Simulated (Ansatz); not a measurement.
## Relaxing Ti$_{24}$HO$_{48}$

Computed with DFT PBE, scalar-relativistic, plane waves, PAW in Ansatz 0.2.0. Settings: 420 eV cutoff, 2×2×2 k-mesh, Gaussian smearing of 0.02 eV, no spin polarisation.

What was changed: H interstitial, charge +1, atoms relaxed.

Spin polarisation was left out.

Command:

```bash
ansatz run input.yaml --threads 8 --pin off --max-ram 20480MiB --backend cpu --events-out ev --progress --plain --runs-dir out
```

Input:

```yaml
crystal:
  lattice:
    - [0.0, -9.2866348948, 0.0]
    - [-9.2866348948, 0.0, 0.0]
    - [4.6433174474, 4.6433174474, -8.8916048962]
  atoms:
    - { symbol: Ti, position: [0.4166666667, 0.4166666667, 0.3333333333] }
    - { symbol: Ti, position: [0.25, 0.25, 0.0] }
    - { symbol: Ti, position: [0.0833333333, 0.0833333333, 0.6666666667] }
    - { symbol: Ti, position: [0.9166666667, 0.4166666667, 0.3333333333] }
    - { symbol: Ti, position: [0.75, 0.25, 0.0] }
    - { symbol: Ti, position: [0.5833333333, 0.0833333333, 0.6666666667] }
    - { symbol: Ti, position: [0.4166666667, 0.9166666667, 0.3333333333] }
    - { symbol: Ti, position: [0.25, 0.75, 0.0] }
    - { symbol: Ti, position: [0.0833333333, 0.5833333333, 0.6666666667] }
    - { symbol: Ti, position: [0.9166666667, 0.9166666667, 0.3333333333] }
    - { symbol: Ti, position: [0.75, 0.75, 0.0] }
    - { symbol: Ti, position: [0.5833333333, 0.5833333333, 0.6666666667] }
    - { symbol: Ti, position: [0.25, 0.25, 0.5] }
    - { symbol: Ti, position: [0.0833333333, 0.0833333333, 0.1666666667] }
    - { symbol: Ti, position: [0.9166666667, 0.9166666667, 0.8333333333] }
    - { symbol: Ti, position: [0.75, 0.25, 0.5] }
    - { symbol: Ti, position: [0.5833333333, 0.0833333333, 0.1666666667] }
    - { symbol: Ti, position: [0.4166666667, 0.9166666667, 0.8333333333] }
    - { symbol: Ti, position: [0.25, 0.75, 0.5] }
    - { symbol: Ti, position: [0.0833333333, 0.5833333333, 0.1666666667] }
    - { symbol: Ti, position: [0.9166666667, 0.4166666667, 0.8333333333] }
    - { symbol: Ti, position: [0.75, 0.75, 0.5] }
    - { symbol: Ti, position: [0.5833333333, 0.5833333333, 0.1666666667] }
    - { symbol: Ti, position: [0.4166666667, 0.4166666667, 0.8333333333] }
    - { symbol: O, position: [0.4025642599, 0.4025642599, 0.5] }
    - { symbol: O, position: [0.2358975933, 0.2358975933, 0.1666666667] }
    - { symbol: O, position: [0.0692309266, 0.0692309266, 0.8333333333] }
    - { symbol: O, position: [0.9025642599, 0.4025642599, 0.5] }
    - { symbol: O, position: [0.7358975933, 0.2358975933, 0.1666666667] }
    - { symbol: O, position: [0.5692309266, 0.0692309266, 0.8333333333] }
    - { symbol: O, position: [0.4025642599, 0.9025642599, 0.5] }
    - { symbol: O, position: [0.2358975933, 0.7358975933, 0.1666666667] }
    - { symbol: O, position: [0.0692309266, 0.5692309266, 0.8333333333] }
    - { symbol: O, position: [0.9025642599, 0.9025642599, 0.5] }
    - { symbol: O, position: [0.7358975933, 0.7358975933, 0.1666666667] }
    - { symbol: O, position: [0.5692309266, 0.5692309266, 0.8333333333] }
    - { symbol: O, position: [0.7358975933, 0.4307690734, 0.6666666667] }
    - { symbol: O, position: [0.5692309266, 0.2641024067, 0.3333333333] }
    - { symbol: O, position: [0.4025642599, 0.0974357401, 1.0] }
    - { symbol: O, position: [0.2358975933, 0.4307690734, 0.6666666667] }
    - { symbol: O, position: [0.0692309266, 0.2641024067, 0.3333333333] }
    - { symbol: O, position: [0.9025642599, 0.0974357401, 1.0] }
    - { symbol: O, position: [0.7358975933, 0.9307690734, 0.6666666667] }
    - { symbol: O, position: [0.5692309266, 0.7641024067, 0.3333333333] }
    - { symbol: O, position: [0.4025642599, 0.5974357401, 1.0] }
    - { symbol: O, position: [0.2358975933, 0.9307690734, 0.6666666667] }
    - { symbol: O, position: [0.0692309266, 0.7641024067, 0.3333333333] }
    - { symbol: O, position: [0.9025642599, 0.5974357401, 1.0] }
    - { symbol: O, position: [0.2641024067, 0.5692309266, 0.3333333333] }
    - { symbol: O, position: [0.0974357401, 0.4025642599, 0.0] }
    - { symbol: O, position: [0.9307690734, 0.2358975933, 0.6666666667] }
    - { symbol: O, position: [0.7641024067, 0.5692309266, 0.3333333333] }
    - { symbol: O, position: [0.5974357401, 0.4025642599, 0.0] }
    - { symbol: O, position: [0.4307690734, 0.2358975933, 0.6666666667] }
    - { symbol: O, position: [0.2641024067, 0.0692309266, 0.3333333333] }
    - { symbol: O, position: [0.0974357401, 0.9025642599, 0.0] }
    - { symbol: O, position: [0.9307690734, 0.7358975933, 0.6666666667] }
    - { symbol: O, position: [0.7641024067, 0.0692309266, 0.3333333333] }
    - { symbol: O, position: [0.5974357401, 0.9025642599, 0.0] }
    - { symbol: O, position: [0.4307690734, 0.7358975933, 0.6666666667] }
    - { symbol: O, position: [0.5974357401, 0.5974357401, 0.5] }
    - { symbol: O, position: [0.4307690734, 0.4307690734, 0.1666666667] }
    - { symbol: O, position: [0.2641024067, 0.2641024067, 0.8333333333] }
    - { symbol: O, position: [0.0974357401, 0.5974357401, 0.5] }
    - { symbol: O, position: [0.9307690734, 0.4307690734, 0.1666666667] }
    - { symbol: O, position: [0.7641024067, 0.2641024067, 0.8333333333] }
    - { symbol: O, position: [0.5974357401, 0.0974357401, 0.5] }
    - { symbol: O, position: [0.4307690734, 0.9307690734, 0.1666666667] }
    - { symbol: O, position: [0.2641024067, 0.7641024067, 0.8333333333] }
    - { symbol: O, position: [0.0974357401, 0.0974357401, 0.5] }
    - { symbol: O, position: [0.9307690734, 0.9307690734, 0.1666666667] }
    - { symbol: O, position: [0.7641024067, 0.7641024067, 0.8333333333] }
    - { symbol: H, position: [0.7121995194, 0.9436226024, 0.9163713754] }
total_charge: 1
basis:
  ecutwfc: 420
  xc_grid: 2
kpoints:
  mp_grid: { grid: [2, 2, 2], shift: [0.0, 0.0, 0.0] }
hamiltonian:
  xc: pbe
scf:
  occupations: { method: gaussian, width: 0.02 }
output:
  forces: true
  stress: false
  eigenvalues: true
  write_density: true
  write_potential: true
  elf: true
  volumetric_format: npy
relax:
  adjacent_minimum: "off"
  f_tol: 0.02
  max_steps: 60
```

F is the free energy.

Steps:

```csv
step,F − F(1) (eV),largest force component (eV/Å)
1,0.0000,1.992
2,-0.7393,1.087
3,-1.3447,1.833
4,-2.0186,1.207
5,-1.9930,4.743
6,-2.2621,0.887
7,-2.3808,0.563
8,-2.4904,0.249
9,-2.5031,0.346
10,-2.5773,0.090
11,-2.5977,0.060
12,-2.6010,0.018
13,-2.6008,0.048
14,-2.6017,0.015
```

Relaxed structure:

```xyz
73
Lattice="0.0000 -9.2866 0.0000 -9.2866 0.0000 0.0000 4.6433 4.6433 -8.8916" Properties=species:S:1:pos:R:3 pbc="T T T"
Ti   -2.2164   -2.3793   -2.9253
Ti   -2.3864   -2.2642   -0.0361
Ti    2.2722    2.3058   -5.9332
Ti   -2.4460   -6.9512   -2.9895
Ti   -2.3003   -7.0427    0.0052
Ti    2.3584   -2.3040   -5.9542
Ti   -7.0874   -2.3311   -2.9599
Ti   -6.8862   -2.3621   -0.0379
Ti   -2.2348    2.3101   -5.9090
Ti   -6.8635   -6.9844   -3.0357
Ti   -6.8565   -6.9071   -0.0775
Ti   -2.2166   -2.2685   -5.8684
Ti   -0.0140    0.0643   -4.4193
Ti    0.0505    0.1201   -1.4711
Ti   -4.6390   -4.8723   -7.4101
Ti    0.0584   -4.6884   -4.4177
Ti   -0.0389   -4.7622   -1.4398
Ti   -4.6365    0.1724   -7.4308
Ti   -4.6309   -0.1021   -4.5005
Ti   -4.6435   -0.0428   -1.5468
Ti   -0.0500   -4.6044   -7.4122
Ti   -4.6448   -4.5041   -4.4772
Ti   -4.6212   -4.5993   -1.5087
Ti    0.0881   -0.0566   -7.4195
O    -1.4172   -1.4006   -4.4392
O    -1.4366   -1.4334   -1.4813
O     3.2036    3.1942   -7.4198
O    -1.4231   -6.0599   -4.4487
O    -1.4190   -6.0736   -1.4868
O     3.2661   -1.4733   -7.4205
O    -6.0586   -1.4251   -4.4654
O    -6.0658   -1.4140   -1.4931
O    -1.4090    3.2256   -7.4187
O    -6.0763   -6.0722   -4.4684
O    -6.0619   -6.0391   -1.5087
O    -1.4255   -1.4270   -7.4184
O    -0.9575   -3.7243   -5.9604
O    -0.9191   -3.7377   -2.9798
O     3.7174    0.9015   -8.9096
O    -0.9101    0.8999   -5.9323
O    -0.9077    0.9029   -2.9704
O     3.7057   -3.7704   -8.9054
O    -5.5780   -3.7670   -5.9394
O    -5.5531   -3.7360   -2.9739
O    -0.9104    0.8992   -8.9034
O    -5.5732    0.9061   -5.9332
O    -5.5661    0.9115   -2.9662
O    -0.9607   -3.7222   -8.8779
O    -3.7572   -0.8960   -2.9693
O    -3.7558   -0.8967   -0.0095
O     0.8874   -5.5414   -5.9398
O    -3.7485   -5.5402   -2.9680
O    -3.7414   -5.5460   -0.0152
O     0.9083   -0.9066   -5.9362
O     0.8967   -0.8951   -2.9764
O    -8.3759   -0.8951   -0.0082
O    -3.7324   -5.5381   -5.9353
O     0.8948   -5.5454   -2.9773
O    -8.3784   -5.5271    0.0002
O    -3.7307   -0.8835   -5.9465
O    -3.2368   -3.2000   -4.4621
O    -3.2416   -3.2210   -1.4947
O     1.3949    1.4127   -7.4185
O    -3.2326    1.4257   -4.4573
O    -3.2553   -7.8712   -1.4915
O     1.3910   -3.2239   -7.4219
O     1.3910   -3.2290   -4.4537
O    -7.8726   -3.2153   -1.4905
O    -3.2432    1.4451   -7.4189
O     1.4025    1.4226   -4.4517
O    -7.8802   -7.8446   -1.4819
O    -3.4255   -3.1146   -7.4200
H    -4.1911   -2.4913   -7.4222
```

The run converged. It took 9.8 min on 8 threads of AMD EPYC 7R43 64-Core Processor (Zen 3), on a shared host, peak memory 9.4 GiB.